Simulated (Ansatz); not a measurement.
Au:
```xyz
1
Lattice="0.0000 2.0619 2.0619 2.0619 0.0000 2.0619 2.0619 2.0619 0.0000" Properties=species:S:1:pos:R:3 pbc="T T T"
Au     0.0000     0.0000     0.0000
```

Relaxed with r²SCAN. Special points in fractions of this cell's reciprocal vectors: Γ (0.000, 0.000, 0.000); X (0.500, 0.000, 0.500); U (0.625, 0.250, 0.625); K (0.375, 0.375, 0.750); L (0.500, 0.500, 0.500); W (0.500, 0.250, 0.750).

Question: List the band energies nearest the Fermi level at these points for r²SCAN (plane waves, PAW; program Ansatz).

Answer: In eV from the Fermi level; about four levels below and three above (degenerate sets whole), none deeper than 8.9 eV; … stands for higher levels left out; points with the same levels are listed once.

| k | below | above |
|---|---|---|
| Γ | -4.95 -4.95 -4.95 -3.49 -3.49 | … |
| X | -6.96 -2.36 -1.98 -1.98 | 1.13 … |
| U | -6.01 -4.05 -3.19 -2.41 | 3.82 … |
| L | -4.99 -4.99 -2.30 -2.30 -0.80 | … |
| W | -5.37 -5.37 -3.61 -1.97 | 4.65 … |

Space group Fm-3m (fcc (Cu type)). The cell was relaxed with r²SCAN under the symmetry of its start. Spin–orbit coupling is left out wherever it is not named.

Potentials: the earlier of the program's two PAW sets.
